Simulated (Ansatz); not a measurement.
Two states of SrNiO2

```
Sr Ni O
1.0
     1.80878    8.26452    0.00000
     1.80878   -8.26452    0.00000
     0.00000    0.00000   -3.95497
Sr Ni O
2 2 4
Direct
  0.33100 0.66900 0.75000
  0.66900 0.33100 0.25000
  0.06100 0.93900 0.75000
  0.93900 0.06100 0.25000
  0.94500 0.05500 0.75000
  0.05500 0.94500 0.25000
  0.18100 0.81900 0.75000
  0.81900 0.18100 0.25000
```

Single point in Ansatz 0.2.0 with r2SCAN, with U_eff = 4.33 eV on Ni d, U_eff = 6.83 eV on O p (all-electron-ortho-atomic projectors). Cutoff 500 eV, PAW datasets, 5×5×5 Γ-centred k mesh, tetrahedron filling.

State A: Ni3 up, Ni4 up (collinear spin). State B: Ni3 up, Ni4 down (collinear spin).

Task: Compare the two self-consistent states.

Result: State A is lower by 1.3 meV an atom at zero smearing.

| state | free energy (meV/atom) | largest moment in a small sphere (μB) | net moment (μB/cell) | gap on mesh (eV) | pressure (GPa) | largest force (eV/Å) |
| --- | --- | --- | --- | --- | --- | --- |
| A | 0.0 | 1.74 | 4.00 | 3.44 | -2.4 | 0.69 |
| B | 1.3 | 1.74 | 0.00 | 3.59 | -2.3 | 0.69 |

Origin: a database entry at a rescaled volume. Caveats: empty levels are not fully converged; an odd or shifted mesh can miss the band edges, so this level's true gap may be smaller; gaps of Fe, Co and Ni magnets come out low on these datasets; forces and stress under tetrahedra may miss the slope of the energy.
